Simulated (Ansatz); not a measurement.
Ansatz input file:

```yaml
crystal:
  lattice:
    - [-4.3774812555, 4.3774812555, 4.3774812555]
    - [4.3774812555, -4.3774812555, 4.3774812555]
    - [4.3774812555, 4.3774812555, -4.3774812555]
  atoms:
    - { symbol: Si, position: [0.5, 0.25, 0.75] }
    - { symbol: Si, position: [0.5, 0.75, 0.25] }
    - { symbol: Si, position: [0.25, 0.75, 0.5] }
    - { symbol: Si, position: [0.75, 0.25, 0.5] }
    - { symbol: Si, position: [0.25, 0.5, 0.75] }
    - { symbol: Si, position: [0.75, 0.5, 0.25] }
    - { symbol: O, position: [0.3509236751, 0.0, 0.6490763249] }
    - { symbol: O, position: [0.6490763249, 0.6490763249, 0.2981526498] }
    - { symbol: O, position: [0.3509236751, 0.6490763249, 0.0] }
    - { symbol: O, position: [0.3509236751, 0.7018473502, 0.3509236751] }
    - { symbol: O, position: [0.6490763249, 0.2981526498, 0.6490763249] }
    - { symbol: O, position: [0.0, 0.3509236751, 0.6490763249] }
    - { symbol: O, position: [0.7018473502, 0.3509236751, 0.3509236751] }
    - { symbol: O, position: [0.6490763249, 0.3509236751, 0.0] }
    - { symbol: O, position: [0.0, 0.6490763249, 0.3509236751] }
    - { symbol: O, position: [0.2981526498, 0.6490763249, 0.6490763249] }
    - { symbol: O, position: [0.3509236751, 0.3509236751, 0.7018473502] }
    - { symbol: O, position: [0.6490763249, 0.0, 0.3509236751] }
basis:
  ecutwfc: 500
kpoints:
  mp_grid: { grid: [4, 4, 4] }
hamiltonian:
  xc: r2scan
scf:
  occupations: { method: gaussian, width: 0.02 }
output:
  forces: true
  stress: true
  eigenvalues: true
relax:
  adjacent_minimum: "off"
  f_tol: 0.01
  max_steps: 30
```

Command:
```bash
ansatz run input.yaml --threads 4 --pin off --max-ram 10240MiB --backend cpu --events-out ev --progress --plain --runs-dir out
```

The calculation used Ansatz 0.2.0, DFT r2SCAN, scalar-relativistic, plane waves, PAW.

From the run's log, abridged:

```
Warning: output.stress: scf.convergence.dr2_threshold = 1e-7 eV (the SCF's general default) is looser than the 1.8e-9 eV advised for a printed stress (1e-10 eV for each atom of the cell: 18). ...
Pseudopotentials: kind: paw
Pseudopotential: Si, paw, valence charge 4, recommended cutoff 500 eV (meta_gga)
Pseudopotential: O, paw, valence charge 6, recommended cutoff 500 eV (meta_gga)
Functional definition: r2SCAN
Crystal: 18 atoms, lattice volume = 335.531 Å³
Basis set: ecut = 500 eV, 8583 PW (Γ), exchange–correlation on 240×240×240 points (64 copies of the dense FFT grid, shifted against one another)
Bands: 66, of which v1, the nominal top of the filled ones, is band 48 counted from 1 (47 counted from 0)
Symmetry: 48 space group operations
Space group: Im-3m (ITA 229), of the structure as read, at distance tolerance 6.9e-5 Å
k-points: 8 of 64
Initial density: superposition of atomic densities (neutral atoms: chi_scale 0, normalization atom), corrected by the library's trained network
Initial wavefunctions: pseudopotential atomic-orbital guess
Functional: x = r2scan, c = r2scan; τ floored in thin density (d = 2e-4 eV/Å³)
SCF iter   1: F=—  HF=-10679.140559 eV  |F-HF|=—  |Δ(HF+E_count)|=         —  Δρ=5.69e-3  dr2=1.00e-1  dr2_τ=1.84e0  ethr=1.77e-3  ⟨swp⟩=7.6  Hψ=2768  notcnv=0  defer=15
SCF iter   2: F=—  HF=-10679.699846 eV  |F-HF|=—  |Δ(HF+E_count)|=   5.59e-1  Δρ=3.73e-3  dr2=2.69e-2  dr2_τ=2.53e-3  ethr=1.04e-4  ⟨swp⟩=3.1  Hψ=1071  notcnv=0  defer=105
SCF iter   3: F=—  HF=-10679.700046 eV  |F-HF|=—  |Δ(HF+E_count)|=   2.00e-4  Δρ=4.71e-4  dr2=6.46e-4  dr2_τ=2.92e-4  ethr=2.80e-5  ⟨swp⟩=3.0  Hψ=785  notcnv=0  defer=105
SCF iter   4: F=—  HF=-10679.700495 eV  |F-HF|=—  |Δ(HF+E_count)|=   4.50e-4  Δρ=1.42e-4  dr2=3.80e-5  dr2_τ=4.09e-6  ethr=6.73e-7  ⟨swp⟩=2.0  Hψ=842  notcnv=0  defer=105
SCF iter   5: F=—  HF=-10679.700498 eV  |F-HF|=—  |Δ(HF+E_count)|=   2.18e-6  Δρ=5.83e-5  dr2=1.05e-5  dr2_τ=5.66e-7  ethr=3.96e-8  ⟨swp⟩=2.0  Hψ=807  notcnv=0  defer=105
SCF iter   6: F=-10679.700497 eV  HF=-10679.700498 eV  |F-HF|=7.39e-7  |Δ(HF+E_count)|=   7.64e-8  Δρ=2.51e-5  dr2=1.98e-6  dr2_τ=3.08e-8  ethr=2.60e-9  ⟨swp⟩=14.4  Hψ=3284  notcnv=0
SCF 1 converged in 6 iterations: F = -10679.700497 eV  dr2 = 1.98e-6
relax step   1: F+E_penalty+E_count = -10679.70049686 eV  Δ(F+E_penalty+E_count) = +0.000e0 eV  max|allowed force component| = 1.631e-1 eV/Å  Δτ_max = 0.0000 Å  (6 SCF iters, dr2 threshold 2.50e-6 eV, accepted)
Initial density: handed on by an earlier stage of this run
Initial wavefunctions: those handed on with the density
SCF iter   1: F=—  HF=-10679.707625 eV  |F-HF|=—  |Δ(HF+E_count)|=         —  Δρ=3.50e-4  dr2=4.30e-4  dr2_τ=4.56e-3  ethr=3.64e-7  ⟨swp⟩=2.5  Hψ=1681  notcnv=0  defer=105
SCF iter   2: F=—  HF=-10679.707873 eV  |F-HF|=—  |Δ(HF+E_count)|=   2.48e-4  Δρ=1.72e-4  dr2=1.03e-4  dr2_τ=2.95e-6  ethr=3.64e-7  ⟨swp⟩=2.0  Hψ=833  notcnv=0  defer=105
SCF iter   3: F=—  HF=-10679.707833 eV  |F-HF|=—  |Δ(HF+E_count)|=   4.04e-5  Δρ=4.05e-5  dr2=3.52e-6  dr2_τ=4.97e-7  ethr=1.07e-7  ⟨swp⟩=2.0  Hψ=711  notcnv=0  defer=105
SCF iter   4: F=-10679.707833 eV  HF=-10679.707833 eV  |F-HF|=3.62e-8  |Δ(HF+E_count)|=   2.53e-7  Δρ=1.56e-5  dr2=3.39e-7  dr2_τ=2.97e-8  ethr=1.73e-9  ⟨swp⟩=11.2  Hψ=2602  notcnv=0
SCF 2 converged in 4 iterations: F = -10679.707833 eV  dr2 = 3.39e-7
relax step   2: F+E_penalty+E_count = -10679.70783262 eV  Δ(F+E_penalty+E_count) = -7.336e-3 eV  max|allowed force component| = 1.399e-1 eV/Å  Δτ_max = 0.0029 Å  (4 SCF iters, dr2 threshold 1.66e-6 eV, accepted)
SCF iter   1: F=—  HF=-10679.727967 eV  |F-HF|=—  |Δ(HF+E_count)|=         —  Δρ=2.10e-3  dr2=1.52e-2  dr2_τ=1.68e-1  ethr=1.66e-4  ⟨swp⟩=3.8  Hψ=1145  notcnv=0  defer=105
SCF iter   2: F=—  HF=-10679.729725 eV  |F-HF|=—  |Δ(HF+E_count)|=   1.76e-3  Δρ=1.07e-3  dr2=4.01e-3  dr2_τ=9.29e-5  ethr=1.58e-5  ⟨swp⟩=3.0  Hψ=1035  notcnv=0  defer=105
SCF iter   3: F=—  HF=-10679.728173 eV  |F-HF|=—  |Δ(HF+E_count)|=   1.55e-3  Δρ=3.03e-4  dr2=2.17e-4  dr2_τ=3.08e-5  ethr=4.17e-6  ⟨swp⟩=2.2  Hψ=778  notcnv=0  defer=105
SCF iter   4: F=—  HF=-10679.728456 eV  |F-HF|=—  |Δ(HF+E_count)|=   2.83e-4  Δρ=1.17e-4  dr2=2.24e-5  dr2_τ=1.80e-6  ethr=2.26e-7  ⟨swp⟩=2.0  Hψ=713  notcnv=0  defer=105
SCF iter   5: F=—  HF=-10679.728458 eV  |F-HF|=—  |Δ(HF+E_count)|=   1.95e-6  Δρ=5.23e-5  dr2=6.87e-6  dr2_τ=8.58e-7  ethr=2.34e-8  ⟨swp⟩=2.0  Hψ=775  notcnv=0  defer=105
SCF iter   6: F=-10679.728456 eV  HF=-10679.728456 eV  |F-HF|=2.40e-7  |Δ(HF+E_count)|=   1.52e-6  Δρ=1.15e-5  dr2=3.39e-7  dr2_τ=6.09e-9  ethr=1.27e-9  ⟨swp⟩=13.4  Hψ=3170  notcnv=0
SCF 3 converged in 6 iterations: F = -10679.728456 eV  dr2 = 3.39e-7
relax step   3: F+E_penalty+E_count = -10679.72845616 eV  Δ(F+E_penalty+E_count) = -2.062e-2 eV  max|allowed force component| = 3.102e-4 eV/Å  Δτ_max = 0.0174 Å  (6 SCF iters, dr2 threshold 1.22e-6 eV, accepted)
SCF iter   1: F=—  HF=-10679.728456 eV  |F-HF|=—  |Δ(HF+E_count)|=         —  Δρ=1.15e-5  dr2=3.37e-7  dr2_τ=6.12e-9  ethr=3.53e-10  ⟨swp⟩=1.0  Hψ=1280  notcnv=0
SCF iter   2: F=-10679.728456 eV  HF=-10679.728456 eV  |F-HF|=2.73e-8  |Δ(HF+E_count)|=   1.21e-7  Δρ=3.98e-6  dr2=4.48e-8  dr2_τ=2.47e-9  ethr=1.04e-10  ⟨swp⟩=3.0  Hψ=1967  notcnv=0
SCF 4 converged in 2 iterations: F = -10679.728456 eV  dr2 = 4.48e-8
relax step   4: F+E_penalty+E_count = -10679.72845625 eV  Δ(F+E_penalty+E_count) = -9.177e-8 eV  max|allowed force component| = 2.529e-4 eV/Å  Δτ_max = 0.0000 Å  (2 SCF iters, accepted)
SCF iter   1: F=—  HF=-10679.728456 eV  |F-HF|=—  |Δ(HF+E_count)|=         —  Δρ=3.98e-6  dr2=4.47e-8  dr2_τ=2.47e-9  ethr=4.68e-11  ⟨swp⟩=1.0  Hψ=1469  notcnv=0
SCF iter   2: F=-10679.728456 eV  HF=-10679.728456 eV  |F-HF|=2.94e-9  |Δ(HF+E_count)|=   1.39e-8  Δρ=1.57e-6  dr2=7.34e-9  dr2_τ=2.17e-10  ethr=4.65e-11  ⟨swp⟩=4.0  Hψ=1596  notcnv=0
SCF 5 converged in 2 iterations: F = -10679.728456 eV  dr2 = 7.34e-9
SCF converged after 2 iterations
Free energy (F): -10679.728456 eV
Harris-Foulkes:  -10679.728456 eV  (|F-HF|=2.94e-9)
Internal energy: -10679.728456 eV  (E = F + TS)
E sigma→0 (E₀):  -10679.728456 eV
Fermi energy:    2.226065 eV
--- Per-component energies (eV) ---
  E_band       = -808.544863
  E_kinetic    = 2453.735034
  E_local      = -9769.274474  (includes V_loc(G=0)·N_el)
  E_nonlocal   = 715.216828
  E_hartree    = 3885.188265
  E_xc         = -1205.439542
  E_vxc        = -1596.097728  (∫ρ·V_xc dr)
  E_paw        = -5056.326088  (= ΣΔE_a)
  E_vpaw       = -483.117475  (= ΣTr[D̂ρ^β])
  E_aug_tail   = 0.012213  (compensation charges beyond the density's cutoff)
  E_vtau       = 100.600965  (kinetic-family band-sum trace: ∫τ·v_τ [+ j·A + Jᵃ·Aᵃ] dr)
  E_ewald      = -1701.998804
  E_core_change = -0.841889  (= ΣΔE_core)
  E_smearing   =  0.000000  (= −TS)
--- Forces (eV/Å), atoms counted from 1 ---
  atom   1  Si     0.00000000     0.00000000     0.00000000
  atom   2  Si     0.00000000     0.00000000     0.00000000
  atom   3  Si     0.00000000     0.00000000     0.00000000
  atom   4  Si     0.00000000     0.00000000     0.00000000
  atom   5  Si     0.00000000     0.00000000     0.00000000
  atom   6  Si     0.00000000     0.00000000     0.00000000
  atom   7  O      0.00023593     0.00000000    -0.00023593
  atom   8  O      0.00023593     0.00023593     0.00000000
  atom   9  O      0.00023593    -0.00023593     0.00000000
  atom  10  O     -0.00023593     0.00000000    -0.00023593
  atom  11  O      0.00023593     0.00000000     0.00023593
  atom  12  O      0.00000000     0.00023593    -0.00023593
  atom  13  O      0.00000000    -0.00023593    -0.00023593
  atom  14  O     -0.00023593     0.00023593     0.00000000
  atom  15  O      0.00000000    -0.00023593     0.00023593
  atom  16  O      0.00000000     0.00023593     0.00023593
  atom  17  O     -0.00023593    -0.00023593     0.00000000
  atom  18  O     -0.00023593     0.00000000     0.00023593
--- Stress (GPa, compression-positive) ---
        7.615128       0.000000       0.000000
        0.000000       7.615128       0.000000
        0.000000       0.000000       7.615128
  P = ⅓ Tr σ = 7.6151 GPa (76.151 kbar)
--- Band table (eV; the first three rows and the last of 8) ---
  k-point 0: bands = ["-21.7297", "-20.7869", "-20.7869", "-20.7869", "-20.2441", "-20.2441", "-19.6146", "-19.6146", "-19.6146", "-19.5568", "-19.5568", "-19.5568", "-9.7806", "-9.7806", "-8.9182", "-8.9182", "-8.9182", "-6.8817", "-6.8817", "-6.8817", "-6.8320", "-6.8320", "-6.8320", "-5.5590", "-4.6917", "-4.6917", "-4.1143", "-3.9790", "-3.9790", "-3.9790", "-3.2291", "-3.2291", "-3.1892", "-3.1892", "-3.1892", "-2.7564", "-2.7564", "-2.7564", "-2.7285", "-2.7285", "-2.7285", "-1.8055", "-1.8055", "-1.8055", "-1.5800", "-1.5800", "-1.5800", "-0.8894", "5.3415", "8.4758", "8.4758", "8.4758", "9.1333", "9.1333", "9.2872", "9.2872", "9.2872", "9.3228", "9.9390", "9.9921", "9.9921", "9.9921" ...
  k-point 1: bands = ["-21.6465", "-21.0213", "-20.7931", "-20.7894", "-20.2365", "-20.0805", "-19.6181", "-19.6147", "-19.6105", "-19.5564", "-19.5553", "-19.5532", "-10.1642", "-9.8727", "-8.9633", "-8.8378", "-8.3552", "-7.0167", "-6.9665", "-6.9570", "-6.8261", "-6.6847", "-6.5757", "-5.7154", "-4.7130", "-4.6311", "-4.1889", "-4.0013", "-3.9278", "-3.9062", "-3.3401", "-3.1948", "-3.1749", "-3.1745", "-3.1445", "-2.8351", "-2.8119", "-2.7970", "-2.7840", "-2.7447", "-2.6394", "-1.9277", "-1.8639", "-1.7582", "-1.5942", "-1.5348", "-1.4985", "-0.9784", "5.6994", "7.8053", "8.4592", "8.4862", "8.6477", "9.0968", "9.1816", "9.4575", "9.5441", "9.8018", "10.1339", "10.1686", "10.3696", "10. ...
  k-point 2: bands = ["-21.4784", "-21.2900", "-20.7993", "-20.7919", "-20.2290", "-19.9678", "-19.6213", "-19.6151", "-19.6066", "-19.5560", "-19.5531", "-19.5499", "-10.3999", "-9.9504", "-9.0061", "-8.7733", "-7.8181", "-7.2010", "-7.0788", "-6.9897", "-6.7734", "-6.6100", "-6.1998", "-6.0521", "-4.7333", "-4.5379", "-4.2940", "-4.0234", "-3.8308", "-3.8171", "-3.5716", "-3.1634", "-3.1472", "-3.0605", "-3.0402", "-2.9540", "-2.9073", "-2.8976", "-2.8116", "-2.7373", "-2.5288", "-2.0720", "-1.9434", "-1.7442", "-1.5976", "-1.4962", "-1.3086", "-1.1512", "6.6295", "6.6495", "8.3996", "8.4115", "8.4944", "9.0995", "9.3072", "9.7289", "9.7767", "9.7895", "10.1465", "10.3961", "10.4856", "10. ...
  k-point 7: bands = ["-21.2945", "-21.2945", "-20.7970", "-20.7970", "-20.7970", "-19.6132", "-19.6132", "-19.6132", "-19.5623", "-19.5431", "-19.5431", "-19.5431", "-11.1232", "-9.1004", "-9.1004", "-9.1004", "-7.0993", "-7.0993", "-6.9556", "-6.9556", "-6.9556", "-6.3971", "-6.3971", "-6.3971", "-4.9557", "-4.2415", "-4.2415", "-3.9504", "-3.6907", "-3.6907", "-3.6907", "-3.1200", "-3.1200", "-3.1200", "-3.0097", "-3.0097", "-3.0097", "-3.0030", "-3.0030", "-3.0030", "-2.3033", "-2.3033", "-2.3033", "-1.7439", "-1.7439", "-1.1584", "-1.1584", "-1.1584", "7.2225", "7.5254", "7.5254", "7.9473", "7.9473", "7.9473", "9.9673", "9.9673", "9.9673", "10.2640", "10.2640", "10.2640", "10.7647", "10 ...
--- Relaxed structure (4 steps of the walk, 4 accepted, 0 SCFs on fresh bases) ---
  F+E_penalty+E_count = -10679.72845625 eV   max|allowed force component| = 2.529e-4 eV/Å
  atoms:
    - { symbol: Si, position: [0.5, 0.24999999, 0.75] }
    - { symbol: Si, position: [0.49999999, 0.74999999, 0.25] }
    - { symbol: Si, position: [0.25000000, 0.75, 0.5] }
    - { symbol: Si, position: [0.75, 0.25000000, 0.5] }
    - { symbol: Si, position: [0.24999999, 0.5, 0.75] }
    - { symbol: Si, position: [0.74999999, 0.49999999, 0.25] }
    - { symbol: O, position: [0.34928902, 0.0, 0.65071097] }
    - { symbol: O, position: [0.65071097, 0.65071097, 0.30142194] }
    - { symbol: O, position: [0.34928902, 0.65071097, 0.0] }
    - { symbol: O, position: [0.34928902, 0.69857805, 0.34928902] }
    - { symbol: O, position: [0.65071097, 0.30142194, 0.65071097] }
    - { symbol: O, position: [0.0, 0.34928902, 0.65071097] }
    - { symbol: O, position: [0.69857805, 0.34928902, 0.34928902] }
    - { symbol: O, position: [0.65071097, 0.34928902, 0.0] }
    - { symbol: O, position: [0.0, 0.65071097, 0.34928902] }
    - { symbol: O, position: [0.30142194, 0.65071097, 0.65071097] }
    - { symbol: O, position: [0.34928902, 0.34928902, 0.69857805] }
    - { symbol: O, position: [0.65071097, 0.0, 0.34928902] }
```

The relaxation met its thresholds.

It took 31 s on 4 threads of Oxide Virtual Turin-like Processor (Zen 5) (shared host), peak memory 1.8 GiB.